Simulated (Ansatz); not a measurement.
AlC$_{2}$N in space group R3m (No. 160; Al on 3a, N on 3a, C on 3a, C on 3a), PBEsol (plane waves, PAW; program Ansatz), all energies at zero smearing, with the estimated change up to a 700 eV cutoff added, with one set of potentials and settings (totals compare only within such a set). Cell of 4 atoms (1 Al, 1 N, 2 C): -1393.102 eV.

```
element                reference phase  E (eV/atom)
-------  -----------------------------  -----------
Al          Fm-3m, 1 atoms in the cell    -524.5512
N            Pa-3, 8 atoms in the cell    -378.4910
C        P6_3/mmc, 4 atoms in the cell    -246.6953
```

Formation energy per atom, worked out: (-1393.102 − 1×(-524.5512) − 1×(-378.4910) − 2×(-246.6953))/4 = 0.833 eV/atom (80 kJ per mol of atoms), at 0 K, without zero-point energy or fitted corrections.

The start of the workflow was typed in or built on a structure type; neither database checked (COD, Materials Project) lists it. Whether it is the stable phase at ambient conditions was not checked. The PBEsol relaxation kept the symmetry of its start. At this level the phase is dynamically unstable (imaginary phonons). Its formation energy is positive at this level, so the cell may be metastable or incomplete. The references are the lowest solids computed at this level, not always the standard phases (solids in place of the gases).

Potentials: the earlier of the program's two PAW sets. The files were generated under PBE; for other functionals the program regenerates the frozen cores, and for LDA and PBEsol the local potential too.
